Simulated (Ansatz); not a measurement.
C:
Space group P6/mmm (No. 191); a = 2.456 Å, b = 2.456 Å, c = 3.770 Å, α = 90.00°, β = 90.00°, γ = 120.00°

```csv
atom,site,symmetry,x,y,z
C,2c,-6m2,0.3333,0.6667,0.0000
```

Relaxed with r²SCAN.

Question: Which orbitals make up the states near the Fermi level in the program Ansatz at the r²SCAN level (PAW)?

Answer: Within 0.5 eV of the Fermi level: C 2p 99 %. Projections are on Löwdin-orthogonalised atomic valence shells; empty p or d shells of many metals are not among them.

Question: Tabulate the density of states.

Answer: States/eV per cell of 2 atoms, in 0.25 eV bins, energy from the Fermi level.

| E (eV) | total | C 2p | C 2s |
|---|---|---|---|
| -7.85 | 0.63 | 0.57 | 0.05 |
| -7.60 | 0.73 | 0.68 | 0.04 |
| -7.35 | 0.85 | 0.79 | 0.04 |
| -7.10 | 0.82 | 0.78 | 0.03 |
| -6.85 | 1.07 | 1.04 | 0.03 |
| -6.60 | 0.84 | 0.80 | 0.03 |
| -6.35 | 0.77 | 0.74 | 0.02 |
| -6.10 | 0.69 | 0.67 | 0.02 |
| -5.85 | 0.60 | 0.58 | 0.02 |
| -5.60 | 0.66 | 0.64 | 0.02 |
| -5.35 | 0.61 | 0.60 | 0.01 |
| -5.10 | 0.58 | 0.57 | 0.01 |
| -4.85 | 0.56 | 0.55 | 0.01 |
| -4.60 | 0.55 | 0.54 | 0.01 |
| -4.35 | 0.54 | 0.53 | 0.01 |
| -4.10 | 0.53 | 0.52 | 0.00 |
| -3.85 | 0.52 | 0.52 | 0.00 |
| -3.60 | 0.52 | 0.52 | 0.00 |
| -3.35 | 0.48 | 0.48 | 0.00 |
| -3.10 | 0.36 | 0.36 | 0.00 |
| -2.85 | 0.43 | 0.43 | 0.00 |
| -2.60 | 0.41 | 0.41 | 0.00 |
| -2.35 | 0.39 | 0.39 | 0.00 |
| -2.10 | 0.31 | 0.31 | 0.00 |
| -1.85 | 0.23 | 0.23 | 0.00 |
| -1.60 | 0.18 | 0.18 | 0.00 |
| -1.35 | 0.15 | 0.14 | 0.00 |
| -1.10 | 0.11 | 0.11 | 0.00 |
| -0.85 | 0.09 | 0.08 | 0.00 |
| -0.60 | 0.06 | 0.06 | 0.00 |
| -0.35 | 0.03 | 0.03 | 0.00 |
| -0.10 | 0.02 | 0.02 | 0.00 |
| 0.15 | 0.02 | 0.02 | 0.00 |
| 0.40 | 0.04 | 0.04 | 0.00 |
| 0.65 | 0.07 | 0.07 | 0.00 |
| 0.90 | 0.11 | 0.11 | 0.00 |
| 1.15 | 0.17 | 0.16 | 0.00 |
| 1.40 | 0.32 | 0.30 | 0.00 |
| 1.65 | 0.35 | 0.34 | 0.00 |
| 1.90 | 0.37 | 0.35 | 0.00 |
| 2.15 | 0.39 | 0.38 | 0.00 |
| 2.40 | 0.37 | 0.35 | 0.00 |
| 2.65 | 0.30 | 0.29 | 0.00 |
| 2.90 | 0.27 | 0.26 | 0.00 |
| 3.15 | 0.25 | 0.24 | 0.00 |
| 3.40 | 0.24 | 0.23 | 0.00 |
| 3.65 | 0.25 | 0.21 | 0.00 |
| 3.90 | 0.26 | 0.21 | 0.00 |
| 4.15 | 0.27 | 0.20 | 0.00 |
| 4.40 | 0.27 | 0.19 | 0.00 |
| 4.65 | 0.28 | 0.19 | 0.00 |

The workflow started from a Materials Project entry (that database holds measured and hypothetical structures alike); the Crystallography Open Database copy checked does not list it. It is not the phase usual at ambient conditions (space group No. 194, 227). The cell was relaxed with r²SCAN under the symmetry of its start. At this level the phase is mechanically unstable. A crystal of weakly bound layers computed without a dispersion correction: the cell and the soft elastic constants depend strongly on that.

Potentials: the later of the program's two PAW sets.
